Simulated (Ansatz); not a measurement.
Consider the following.

MgTe:
```
MgTe
1.0
    2.11248     1.21964     3.44980
   -2.11248     1.21964     3.44980
    0.00000    -2.43928     3.44980
Mg Te
1 1
Direct
  0.75003   0.75003   0.75003
  0.24997   0.24997   0.24997
```

This is the PBE-relaxed structure. x, y and z are the axes in which the lattice vectors are written.

Problem. All from PBE (plane waves, PAW; program Ansatz), unless another level is named. Give the smallest direct gap on the standard path.

Solution. 2.10 eV.

Problem. Predict the band gap.

Solution. 0.44 eV (indirect).

Problem. Give the valence-band maximum.

Solution. off the standard path, at k = (0.070, 0.070, 0.141).

Problem. And the conduction-band minimum?

Solution. at F (3 equivalent valleys).

Problem. And the weight of the conduction-edge state by species (Voronoi cells)?

Solution. Mg 77 %, Te 23 %.

Problem. Predict the Z2 indices of the occupied bands with spin–orbit coupling.

Solution. 0;(000).

Space group Fm-3m (rock salt). A made-up cell: these elements were put on the sites of a structure type; the Crystallography Open Database copy checked does not list it. COD files the formula under space group No. 186, so this cell is another polymorph or a model. Its standing as an ambient phase is unchecked. The cell was relaxed with PBE under the symmetry of its start; of distortions, only those at the zone centre were tested. Point labels and valley counts follow the cell and symmetry of the run, lower than the named group. Spin–orbit coupling is left out wherever it is not named.

Potentials: the later of the program's two PAW sets.
